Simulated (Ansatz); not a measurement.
## CrI₃: from a starting cell to a relaxed one

The start is a randomly generated symmetric cell of CrI3 (space group No. 160). The structure is fully relaxed (lattice and positions, P = 0) with PBE (plane waves to 420 eV, PAW, scalar-relativistic; Ansatz, an electronic-structure program). The first steps use a coarse 5×5×5 k-mesh.

Initial structure:
```
CrI3
1.0
    3.78630     2.18602     3.09912
   -3.78630     2.18602     3.09912
    0.00000    -4.37204     3.09912
Cr I
1 3
Direct
  0.32704   0.32704   0.32704
  0.63285   0.09372   0.63285
  0.63285   0.63285   0.09372
  0.09372   0.63285   0.63285
```
Spin-polarised start, with parallel moments on Cr.

Task: By how much does the energy per atom fall from start to end?

Result: 0.30 eV/atom.

Task: How does the volume change?

Result: +11.7 %, from 38.48 to 42.99 Å³/atom.

Task: How do the shortest distances between atoms change?

Result: The closest pairs of elements (up to four, under 3.6 Å), start → end: Cr–I 2.63 → 2.65 Å; I–I 3.49 → 3.70 Å.

Task: What band gap does the relaxed structure have at this level?

Result: Zero (metallic).

Task: What magnetic moments remain?

Result: Net 0.77 μB/atom, ferromagnetic.

The space group stays R3m (No. 160) (the run could not lower it), with 4 atoms in the primitive magnetic cell. Final values are on a 9×9×9 k-mesh of the relaxed cell. Spin state reached: ferromagnetic (net 0.77 μB/atom), from parallel starting moments; other spin orders were not run from this start.

The run could not lose the symmetry of its start, so the end can be a saddle point.

The relaxed structure here is a generated cell of CrI3: the first start was made by a random draw of sites in a space group, and the end was not matched to a known phase here, so it may be hypothetical. Known forms of CrI3 include space group No. 148.
